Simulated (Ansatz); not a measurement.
**Compressing SiO₂: a fit and a missing row**

SiO₂, P6_522, a = 7.298 Å, c = 7.016 Å. This isn't the usual stable structure of the compound. Ansatz: r2SCAN, PAW, 500 eV, Γ-centred 6×6×4 mesh on 18 atoms, Gaussian smearing 0.02 eV; no spin polarisation. Shape and atoms are relaxed at each volume; pressure is positive in compression.

```tsv
V (Å³/atom)	P (GPa)
15.821	?
16.361	14.07
16.900	8.92
17.440	4.21
17.979	0.00
18.518	-3.72
19.058	-7.00
19.777	-10.74
```

Take V0 = 17.979 Å³/atom, fit the third-order Birch–Murnaghan form to the other rows, and predict the missing pressure.

With the Eulerian strain f = ½[(V0/V)^(2/3) − 1] and y = P/[3f(1 + 2f)^(5/2)], the form is the line y = B0 + 1.5 B0 (B0′ − 4) f. Rows (f, y): 0.03244, 123.5; 0.02106, 127.3; 0.01025, 130.1; -0.00975, 133.6; -0.01905, 135.0; -0.03078, 136.3. Means f = 0.0006950, y = 130.97; Σ(Δf)² = 0.003003, ΣΔfΔy = -0.5950; the slope is their ratio. y = 131.1 − 198.1 f GPa, so B0 = 131.1 GPa and B0′ = 4 + 2 × (-198.1)/(3 × 131.1) = 2.99. At V = 15.821, f = 0.04449, y = 122.29 and P = 20.20 GPa. The run gave 19.27 GPa, so the fit is 0.93 GPa too high, 3.1 % of the span of the series, against an rms of 0.06 GPa on the fitted rows. The row lies outside the fitted range. The points of y bend away from a line: a fourth-order term fitted to them gives P = 19.72 GPa at this row's volume (the line 20.20, the run 19.27).

Cost: 8 runs of about 48 core-minutes in all, on Oxide Virtual Turin-like Processor (Zen 5) (shared hosts).